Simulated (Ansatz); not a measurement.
Data:

AlNi (CsCl type)

```
CELL_PARAMETERS angstrom
      2.89266     0.00000     0.00000
      0.00000     2.89266     0.00000
      0.00000     0.00000     2.89266
ATOMIC_POSITIONS crystal
  Al 0.00000 0.00000 0.00000
  Ni 0.50000 0.50000 0.50000
```

In each cell atom 2 (Ni, nearest neighbour Al at 2.505 Å; its periodic images, 2.9 Å or more away, move with it) moves by s·(0.577, 0.577, 0.577) (along Cartesian [111]), the rest being held.

The numbers are results of PBE (plane waves to 420 eV, PAW, scalar-relativistic; Ansatz, an electronic-structure program), not measurements. k mesh 13×13×13 (Γ-centred), Fermi-Dirac smearing 0.05 eV. Energies are smeared free energies. With partly filled bands, energies and forces of such displacements shift with the k mesh and the smearing. AlNi is run without spin polarisation. AlNi was relaxed with its symmetry unable to fall. The PAW data are Ansatz's earlier set. ΔE is measured from the undisplaced structure.

The scan covers s from -0.250 to 0.250 Å in 11 points.

Question: Is the energy the same for equal positive and negative displacements?

Answer: Even: the same for both signs. With its periodic images moving along, the atom's site symmetry in this cell is m-3m.

Question: What is the force constant k = d²E/ds² of this move at s = 0?

Answer: 5.65 eV/Å².

(For displaced atoms, the force is minus the slope of the energy, and its curvature is a force constant, which sets phonon frequencies.)
